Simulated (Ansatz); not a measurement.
**SiC: computed property card**

SiC:
```
CELL_PARAMETERS angstrom
      3.08493     0.00000     0.00000
     -1.54247     2.67163     0.00000
      0.00000     0.00000     7.06170
ATOMIC_POSITIONS crystal
  Si 0.50000 0.00000 0.50000
  Si 0.00000 0.50000 0.16667
  Si 0.50000 0.50000 0.83333
  C  0.50000 0.00000 0.00000
  C  0.00000 0.50000 0.66667
  C  0.50000 0.50000 0.33333
```

Space group P6_222 (No. 180); conventional cell a = 3.0849 Å, b = 3.0849 Å, c = 7.0617 Å, α = 90.00°, β = 90.00°, γ = 120.00°.

Method: PBE in the plane-wave PAW code Ansatz. Geometry: relaxed at this level of theory. Other levels are named where they apply.

### Cell and energy

| Quantity | Value |
|---|---|
| Volume per atom | 9.70 Å³ |
| Density | 3.43 g/cm³ |
| Formation energy from the elements (no fitted shifts) | 0.36 eV/atom |

### Electronic structure

| Property | Result |
|---|---|
| Band gap | 0.87 eV (indirect) |
| Valence-band maximum | at Γ |
| Conduction-band minimum | at M (3 equivalent valleys) |
| Smallest direct gap on the standard path | 3.00 eV |
| Electron effective mass | 0.17, 0.45, 0.77 mₑ (principal values) |
| Weight of the conduction-edge state by species (Voronoi cells) | Si 59 %, C 41 % |
| Hole effective mass | 0.39, 0.39, 3.6 mₑ (principal values) |
| Weight of the valence-edge state by species (Voronoi cells) | C 77 %, Si 23 % |

### Mechanics

| Property | Result |
|---|---|
| Bulk modulus (Birch–Murnaghan fit) | 2190 kbar |
| Pressure derivative B′ | 4.0 |

The start of the workflow was typed in or built on a structure type; neither database checked (COD, Materials Project) lists it. It is not the phase usual at ambient conditions (space group No. 186, 216). The cell was relaxed with PBE under the symmetry of its start; its stability against distortions is not shown here. Its formation energy is positive at this level, so the cell may be metastable or incomplete. The references are the lowest solids computed at this level, not always the standard phases.

Potentials: the later of the program's two PAW sets.
